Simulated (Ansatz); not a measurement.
Zone-centre phonons of CaCSe3 at -0.9 GPa: input and output

These are results of DFT LDA, scalar-relativistic, plane waves, PAW (Ansatz 0.2.0), not measurements.

Launched with:
```bash
ansatz run input.yaml --threads 1 --pin off --max-ram 1280MiB --backend cpu --events-out ev --progress --plain --runs-dir out
```

Input (bare energies are in eV):
```yaml
crystal:
  lattice:
    - [4.4763, 0.0, 0.0]
    - [0.0, 4.4763, 0.0]
    - [0.0, 0.0, 4.4763]
  atoms:
    - { symbol: Ca, position: [0.0, 0.0, 0.0] }
    - { symbol: C, position: [0.5, 0.5, 0.5] }
    - { symbol: Se, position: [0.5, 0.5, 0.0] }
    - { symbol: Se, position: [0.5, 0.0, 0.5] }
    - { symbol: Se, position: [0.0, 0.5, 0.5] }
basis:
  ecutwfc: 420
kpoints:
  mp_grid: { grid: [8, 8, 8] }
hamiltonian:
  xc: lda
scf:
  occupations: { method: fermi_dirac, width: 0.15 }
output:
  eigenvalues: true
phonons:
  method: dfpt
  eigenvectors: true
```

Results section of the output:
```
--- Phonons (Γ-DFPT): 4 representative perturbations + reference, on 125 of 512 k-points (Σ response iterations 31) ---
  k mesh reduced under 8 symmetry operations, with k and −k counted as one. Each operation leaves every solved displacement unchanged or reverses it
  ASR residual: 2.336e-5 → 0.000e0 eV/Å²; symmetrization residual: 6.278e-6 eV/Å²
  ASR residual per site (eV/Å²): 2.34e-5 1.96e-5 1.74e-5 1.74e-5 1.74e-5
  Γ frequencies (cm⁻¹): -570.15 -570.15 -570.15 0.00 0.00 0.00 96.53 96.53 96.53 119.02 119.02 119.02 160.86 160.86 160.86
  non-analytic LO–TO correction: not included (Born effective charges unavailable; polar crystals: no LO–TO splitting at Γ)
```

It took 13 min on 1 thread of Arm Neoverse N1, with other jobs on the host, peak memory 1.3 GiB.

Its imaginary modes show that this cell, the ideal cubic perovskite prototype, isn't a minimum of the energy. In a metal, frequencies and elastic constants depend on the k mesh and the smearing, soft modes and shear constants most. A semilocal functional can close a gap that the real compound has.

Negative frequencies stand for imaginary ones: the cell is unstable against these modes.